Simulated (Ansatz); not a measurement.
A structure of ZnCu2SnS4 relaxed with PBEsol (plane waves to 420 eV, PAW, scalar-relativistic; Ansatz, a first-principles code); single points at other levels follow on the same geometry (Ansatz, PAW; HSE06 at 420 eV on a 6×6×6 k-mesh; no spin-orbit coupling). Space group I-4 (No. 82).

```
ZnCu2SnS4
1.0
   -2.68665     2.68665     5.37809
    2.68665    -2.68665     5.37809
    2.68665     2.68665    -5.37809
Cu Zn Sn S
2 1 1 4
Direct
  0.25000   0.75000   0.50000
  0.00000   0.00000   0.00000
  0.50000   0.50000   0.00000
  0.75000   0.25000   0.50000
  0.88867   0.37971   0.02824
  0.35146   0.86043   0.97176
  0.62029   0.64854   0.50897
  0.13957   0.11133   0.49103
```

| level | gap (eV) | kind | conduction minimum |
|---|---|---|---|
| PBEsol | 0.11 | direct | Γ |
| HSE06 | [?] | – | [?] |

Task: Some entries are withheld; supply them.

Result: 
- HSE06, gap (eV): 1.25
- HSE06, conduction minimum: Γ

No spin polarisation in the result.

It was reached from a disturbed copy of a I-4 (No. 82) cell, against which it lies under 1 meV/atom.
